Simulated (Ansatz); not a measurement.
TiCo (CsCl type, space group No. 221) at seven volumes, PBE (plane waves, PAW; program Ansatz), scaled uniformly. One row is withheld.

```json
[
 {"V (Å³/atom)": "12.109", "P (GPa)": "18.40"},
 {"V (Å³/atom)": "12.508", "P (GPa)": "11.34"},
 {"V (Å³/atom)": "12.907", "P (GPa)": "?"},
 {"V (Å³/atom)": "13.307", "P (GPa)": "-0.01"},
 {"V (Å³/atom)": "13.706", "P (GPa)": "-4.58"},
 {"V (Å³/atom)": "14.105", "P (GPa)": "-8.50"},
 {"V (Å³/atom)": "14.504", "P (GPa)": "-11.85"}
]
```

### Question
Fit the shown pressures and predict the withheld one.

### Answer
P = (3/2)B₀(x^(7/2) − x^(5/2))[1 + (3/4)(B′ − 4)(x − 1)] with x = (V₀/V)^(2/3). Least squares on the six rows gives V₀ = 13.305 Å³/atom, B₀ = 163 GPa, B′ = 3.90. At V = 12.907, x = 1.0205 and P = 5.25 GPa. The run itself gave 5.28 GPa.

Space group Pm-3m (CsCl type). The PBE relaxation kept the symmetry of its start. Magnetic state: ferromagnetic, chosen from 3 collinear starts compared on coarse meshes (ties went to the first, and starts can fall back to one state), not a proven ground state.

Potentials: the later of the program's two PAW sets.
